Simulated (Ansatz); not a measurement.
Ir:
```
Ir
1.0
    0.00000     1.90547     1.90547
    1.90547     0.00000     1.90547
    1.90547     1.90547     0.00000
Ir
1
Direct
  0.00000   0.00000   0.00000
```

Relaxed with LDA. Special points in fractions of this cell's reciprocal vectors: Γ (0.000, 0.000, 0.000); X (0.500, 0.000, 0.500); U (0.625, 0.250, 0.625); K (0.375, 0.375, 0.750); L (0.500, 0.500, 0.500); W (0.500, 0.250, 0.750).

**Question.** List the band energies nearest the Fermi level at these points for LDA (plane waves, PAW; program Ansatz).

**Answer.** In eV from the Fermi level; about four levels below and three above (degenerate sets whole), none deeper than 8.9 eV; … stands for higher levels left out; points with the same levels are listed once.

| k | below | above |
|---|---|---|
| Γ | -4.08 -4.08 -4.08 | … |
| X | -8.22 -7.64 | 0.90 1.51 1.51 |
| U | -7.23 -6.22 -3.02 -0.95 | 0.59 … |
| L | -8.40 -4.18 -4.18 -0.84 | … |
| W | -6.51 -5.08 -5.08 -1.92 | 1.52 … |

Space group Fm-3m (fcc (Cu type)). The LDA relaxation kept the symmetry of its start. The run is not spin-polarised. Scalar-relativistic: spin–orbit coupling is off unless named, which matters more the heavier the elements.

Potentials: the earlier of the program's two PAW sets.
